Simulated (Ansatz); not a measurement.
input.yaml (Ansatz)

```yaml
crystal:
  lattice:
    - [14.0, 0.0, 0.0]
    - [0.0, 14.4, 0.0]
    - [0.0, 0.0, 14.8]
  atoms:
    - { symbol: In, position: [0.5, 0.5, 0.5], spin: 1.0 }
  symmetry: { detect: false, time_reversal: true }
hamiltonian:
  xc: mr2scan
  pseudopotentials:
    kind: paw
    azcp:
      In: "pseudopotentials/In.paw.azcp"
basis:
  ecutwfc: 500
  fft_grid_basis: typed
kpoints:
  mp_grid: { grid: [1, 1, 1], shift: [0, 0, 0] }
magnetization:
  spin_polarized: true
scf:
  occupations: { method: fermi_dirac, width: 0.01 }
```

and its output:

```
Engine: ansatz 0.2.0, aarch64-unknown-linux-gnu
Pseudopotentials: kind: paw
Pseudopotential: In, paw, valence charge 13, recommended cutoff 500 eV (meta_gga) 
Functional definition: m-r2SCAN
  exchange = m_r2scan_x
  correlation = m_r2scan_c
Crystal: 1 atoms, lattice volume = 2983.680 Å³
Basis set: ecut = 500 eV, 75747 PW (Γ), exchange–correlation on 432×432×432 points (64 copies of the dense FFT grid, shifted against one another)
Bands: 11, of which v1, the nominal top of the filled ones, is band 7 counted from 1 (6 counted from 0)
Symmetry: 1 space group operations
k-points: 1
Non-local potential: In, projectors of the file, l = 0: 2, l = 1: 2, l = 2: 2, l = 3: 2
PAW form: soft (Blöchl's): semilocal exchange-correlation on the pseudo side does not see the compensation charge
PAW frozen core: In, regenerated for the run's functional (the file was generated under x = pbe(κ = 0.804, μ = 0.2195149727645171), c = pbe(β = 0.06672455060314922))
PAW one-centre angular grid: In, 590 points (default); XC on 233 of its mesh's 2783 points in the sphere
Initial density: superposition of atomic densities (neutral atoms: chi_scale 0, normalization atom)
Starting moments: Σ|m| = 1 μB on 1 of 1 site
Initial wavefunctions: pseudopotential atomic-orbital guess
Functional: x = mr2scan, c = mr2scan; τ floored in thin density (d = 2e-4 eV/Å³)
iter 1 solved again at ethr=6.07e-5 eV; its pass at ethr=3.10e-3 eV (dr2=7.89e-3 eV) is discarded
SCF iter   1: F=—  HF=-5608.871066 eV  |F-HF|=—  |Δ(HF+E_count)|=         —  Δρ=4.60e-3 (↑4.08e-3 ↓4.60e-3)  dr2=7.02e-3  dr2_τ=6.98e-3  dr2_m=5.14e-1  M=1.000 μB ∫|m|=1.000 μB  β_m=0.30  ethr=6.07e-5  ⟨swp⟩=3.5  Hψ=203  notcnv=0
spin=Collinear: Resta preconditioning applied to the charge; magnetization (m = ρ↑ − ρ↓) channel mixes plain (no charge-response kernel on spin).
SCF iter   2: F=—  HF=-5608.927816 eV  |F-HF|=—  |Δ(HF+E_count)|=   5.68e-2  Δρ=3.18e-3 (↑2.95e-3 ↓3.18e-3)  dr2=1.47e-3  dr2_τ=1.30e-3  dr2_m=2.56e-1  M=1.000 μB ∫|m|=1.000 μB  β_m=0.30  ethr=5.40e-5  ⟨swp⟩=7.0  Hψ=55  notcnv=0  κ⁻¹=1.0e0(r=1)
spin-set hold released at iteration 2 (site moments show no strong build): the magnetisation degrees of freedom join the quasi-Newton model from the next iteration; the mixer history was kept
SCF iter   3: F=—  HF=-5609.006607 eV  |F-HF|=—  |Δ(HF+E_count)|=   7.88e-2  Δρ=2.20e-3 (↑2.17e-3 ↓2.20e-3)  dr2=2.23e-4  dr2_τ=6.47e-4  dr2_m=1.31e-1  M=1.000 μB ∫|m|=1.000 μB  β_m=1.20  ethr=1.13e-5  ⟨swp⟩=9.5  Hψ=72  notcnv=0  κ⁻¹=3.2e-2(r=2)
SCF iter   4: F=—  HF=-5609.084866 eV  |F-HF|=—  |Δ(HF+E_count)|=   7.83e-2  Δρ=5.36e-4 (↑5.36e-4 ↓1.36e-4)  dr2=2.44e-2  dr2_τ=4.75e-5  dr2_m=1.76e-3  M=1.000 μB ∫|m|=1.000 μB  β_m=1.20  ethr=1.72e-6  ⟨swp⟩=6.5  Hψ=98  notcnv=0  defer=2  κ⁻¹=6.4e-3(r=3)
SCF iter   5: F=—  HF=-5609.085634 eV  |F-HF|=—  |Δ(HF+E_count)|=   7.68e-4  Δρ=6.32e-4 (↑6.32e-4 ↓1.34e-4)  dr2=3.44e-2  dr2_τ=6.40e-5  dr2_m=2.44e-3  M=1.000 μB ∫|m|=1.001 μB  β_m=1.20  ethr=1.72e-6  ⟨swp⟩=1.5  Hψ=22  notcnv=0  defer=1  κ⁻¹=1.5e-1(r=3)
SCF iter   6: F=—  HF=-5609.094527 eV  |F-HF|=—  |Δ(HF+E_count)|=   8.89e-3  Δρ=7.44e-4 (↑7.44e-4 ↓1.32e-4)  dr2=5.68e-2  dr2_τ=7.64e-5  dr2_m=2.77e-3  M=1.000 μB ∫|m|=1.003 μB  β_m=1.20  ethr=1.72e-6  ⟨swp⟩=7.0  Hψ=65  notcnv=0  defer=1
Mixer restart at iter 6: flushing history
...
SCF iter  26: F=—  HF=-5609.170288 eV  |F-HF|=—  |Δ(HF+E_count)|=   2.06e-6  Δρ=2.50e-5 (↑2.50e-5 ↓2.17e-5)  dr2=5.54e-5  dr2_τ=1.73e-6  dr2_m=1.04e-5  M=1.000 μB ∫|m|=1.015 μB  β_m=1.20  ethr=8.68e-9  ⟨swp⟩=5.0  Hψ=57  notcnv=0  defer=1  κ⁻¹=1.0e0(r=1)
SCF iter  27: F=—  HF=-5609.170260 eV  |F-HF|=—  |Δ(HF+E_count)|=   2.86e-5  Δρ=1.82e-5 (↑1.82e-5 ↓1.43e-5)  dr2=8.09e-5  dr2_τ=1.80e-7  dr2_m=9.31e-7  M=1.000 μB ∫|m|=1.015 μB  β_m=1.20  ethr=8.68e-9  ⟨swp⟩=4.5  Hψ=67  notcnv=0  defer=1
Mixer restart at iter 27: flushing history
SCF iter  28: F=—  HF=-5609.170269 eV  |F-HF|=—  |Δ(HF+E_count)|=   9.29e-6  Δρ=1.42e-5 (↑1.42e-5 ↓1.10e-5)  dr2=5.49e-5  dr2_τ=5.78e-8  dr2_m=1.16e-7  M=1.000 μB ∫|m|=1.015 μB  β_m=1.20  ethr=8.68e-9  ⟨swp⟩=2.5  Hψ=39  notcnv=0  defer=1  κ⁻¹=1.0e0(r=1)
SCF iter  29: F=-5609.170307 eV  HF=-5609.170309 eV  |F-HF|=2.10e-6  |Δ(HF+E_count)|=   4.03e-5  Δρ=7.27e-6 (↑7.27e-6 ↓6.02e-6)  dr2=8.07e-6  dr2_τ=9.13e-8  dr2_m=6.14e-7  M=1.000 μB ∫|m|=1.015 μB  β_m=1.20  ethr=8.68e-9  ⟨swp⟩=4.0  Hψ=48  notcnv=0  defer=1  κ⁻¹=7.9e-2(r=2)
SCF iter  30: F=-5609.170311 eV  HF=-5609.170310 eV  |F-HF|=1.17e-6  |Δ(HF+E_count)|=   5.49e-7  Δρ=3.34e-6 (↑3.34e-6 ↓1.90e-6)  dr2=2.02e-6  dr2_τ=2.51e-9  dr2_m=3.37e-8  M=1.000 μB ∫|m|=1.015 μB  β_m=1.20  ethr=8.68e-9  ⟨swp⟩=2.5  Hψ=35  notcnv=0  defer=1  κ⁻¹=4.4e-3(r=3)
SCF iter  31: F=-5609.170312 eV  HF=-5609.170311 eV  |F-HF|=9.84e-7  |Δ(HF+E_count)|=   1.72e-6  Δρ=3.85e-6 (↑3.85e-6 ↓1.66e-6)  dr2=2.23e-6  dr2_τ=2.66e-9  dr2_m=6.35e-8  M=1.000 μB ∫|m|=1.015 μB  β_m=1.20  ethr=8.68e-9  ⟨swp⟩=2.0  Hψ=31  notcnv=0  defer=1  κ⁻¹=1.1e-3(r=4)
SCF iter  32: F=-5609.170315 eV  HF=-5609.170315 eV  |F-HF|=8.61e-7  |Δ(HF+E_count)|=   3.19e-6  Δρ=4.94e-6 (↑4.94e-6 ↓1.56e-6)  dr2=2.90e-6  dr2_τ=4.01e-9  dr2_m=1.22e-7  M=1.000 μB ∫|m|=1.015 μB  β_m=1.20  ethr=8.68e-9  ⟨swp⟩=3.0  Hψ=36  notcnv=0  defer=1  κ⁻¹=2.4e-1(r=4)
SCF iter  33: F=-5609.170333 eV  HF=-5609.170329 eV  |F-HF|=4.17e-6  |Δ(HF+E_count)|=   1.42e-5  Δρ=1.14e-5 (↑1.14e-5 ↓5.11e-6)  dr2=9.18e-6  dr2_τ=6.16e-8  dr2_m=1.15e-6  M=1.000 μB ∫|m|=1.015 μB  β_m=1.20  ethr=8.68e-9  ⟨swp⟩=3.5  Hψ=55  notcnv=0  defer=1  κ⁻¹=1.9e-2(r=5)
SCF iter  34: F=-5609.170362 eV  HF=-5609.170339 eV  |F-HF|=2.24e-5  |Δ(HF+E_count)|=   1.04e-5  Δρ=2.36e-5 (↑2.36e-5 ↓6.03e-6)  dr2=5.18e-5  dr2_τ=2.03e-7  dr2_m=3.37e-6  M=1.000 μB ∫|m|=1.015 μB  β_m=1.20  ethr=8.68e-9  ⟨swp⟩=5.5  Hψ=76  notcnv=0  defer=1
Mixer restart at iter 34: flushing history
SCF iter  35: F=-5609.170364 eV  HF=-5609.170352 eV  |F-HF|=1.17e-5  |Δ(HF+E_count)|=   1.32e-5  Δρ=1.21e-5 (↑1.21e-5 ↓9.68e-6)  dr2=3.31e-5  dr2_τ=3.12e-8  dr2_m=2.87e-7  M=1.000 μB ∫|m|=1.015 μB  β_m=1.20  ethr=8.68e-9  ⟨swp⟩=3.0  Hψ=42  notcnv=0  defer=1  κ⁻¹=1.0e0(r=1)
SCF iter  36: F=-5609.170367 eV  HF=-5609.170361 eV  |F-HF|=6.59e-6  |Δ(HF+E_count)|=   8.37e-6  Δρ=1.18e-5 (↑1.18e-5 ↓6.53e-6)  dr2=2.57e-5  dr2_τ=1.87e-8  dr2_m=2.52e-7  M=1.000 μB ∫|m|=1.015 μB  β_m=1.20  ethr=8.68e-9  ⟨swp⟩=2.5  Hψ=35  notcnv=0  defer=1  κ⁻¹=1.4e-1(r=2)
SCF iter  37: F=-5609.170369 eV  HF=-5609.170362 eV  |F-HF|=6.32e-6  |Δ(HF+E_count)|=   1.61e-6  Δρ=1.14e-5 (↑1.14e-5 ↓6.47e-6)  dr2=2.54e-5  dr2_τ=1.73e-8  dr2_m=2.01e-7  M=1.000 μB ∫|m|=1.015 μB  β_m=1.20  ethr=8.68e-9  ⟨swp⟩=2.0  Hψ=30  notcnv=0  defer=1  κ⁻¹=3.6e-3(r=3)
SCF iter  38: F=-5609.170375 eV  HF=-5609.170370 eV  |F-HF|=5.78e-6  |Δ(HF+E_count)|=   7.12e-6  Δρ=8.62e-6 (↑8.62e-6 ↓5.29e-6)  dr2=1.51e-5  dr2_τ=1.45e-8  dr2_m=1.63e-7  M=1.000 μB ∫|m|=1.015 μB  β_m=1.20  ethr=8.68e-9  ⟨swp⟩=3.5  Hψ=45  notcnv=0  defer=1  κ⁻¹=3.3e-3(r=4)
SCF iter  39: F=-5609.170390 eV  HF=-5609.170386 eV  |F-HF|=3.57e-6  |Δ(HF+E_count)|=   1.65e-5  Δρ=5.70e-6 (↑5.70e-6 ↓3.98e-6)  dr2=4.17e-6  dr2_τ=6.89e-9  dr2_m=5.97e-8  M=1.000 μB ∫|m|=1.015 μB  ethr=8.68e-9  ⟨swp⟩=1.0  Hψ=85  notcnv=0
Mixer restart at iter 39: flushing history
iteration 39: the SCF's residuals had fallen too slowly under its mixing. It goes on by minimising its free energy, and can end on another state than longer mixing would; under `scf.algorithm: density_mixing` no SCF does so, but by `scf.convergence.dm_fallback`
SCF iter  40: F=—  HF=-5609.170393 eV  |F-HF|=—  |Δ(HF+E_count)|=   6.91e-6  Δρ=1.62e-6 (↑1.62e-6 ↓1.30e-6)  dr2=2.39e-7  dr2_τ=3.54e-9  dr2_m=4.09e-9  M=1.000 μB ∫|m|=1.015 μB  ethr=8.68e-9  ⟨swp⟩=11.5  Hψ=245  notcnv=0
```

The calculation hadn't finished when its time ran out.
